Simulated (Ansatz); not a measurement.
The cell below belongs to a search over invented structures; it isn't taken from experiment.

Input and command of a plane-wave DFT calculation in Ansatz:

```yaml
crystal:
  lattice:
    - [5.4223045949, 0.0, 0.0]
    - [0.0, 5.4223045949, 0.0]
    - [0.0, 0.0, 5.4223045949]
  atoms:
    - { symbol: Na, position: [0.0, 0.5, 0.5] }
    - { symbol: Na, position: [0.5, 0.0, 0.5] }
    - { symbol: Na, position: [0.5, 0.5, 0.0] }
    - { symbol: Na, position: [0.5, 0.5, 0.5] }
    - { symbol: Ru, position: [0.0, 0.0, 0.0], spin: 2.63 }
basis:
  ecutwfc: 420
kpoints:
  mp_grid: { grid: [8, 8, 8] }
hamiltonian:
  xc: pbe
scf:
  occupations: { method: gaussian, width: 0.1 }
output:
  forces: true
  stress: true
  eigenvalues: true
  populations: true
  write_density: true
  write_potential: true
  elf: true
  volumetric_format: npy
magnetization:
  spin_polarized: true
relax:
  adjacent_minimum: "off"
  f_tol: 0.01
  max_steps: 80
  cell: { stress_tol: 0.05 }
```

```bash
ansatz run input.yaml --threads 1 --pin off --max-ram 2048MiB --backend cpu --events-out ev --progress --plain --runs-dir out
```

Processor: Arm Neoverse N1, 1 thread, on a host shared with other jobs.

Problem. How long does it run, and how much memory does it take?

Solution. About 100 s, peak memory 0.62 GiB. It solves 33 bands at 35 k points (after reduction by symmetry) with about 3119 plane waves (on the last cell), in 20 SCF iterations over 2 ionic steps.
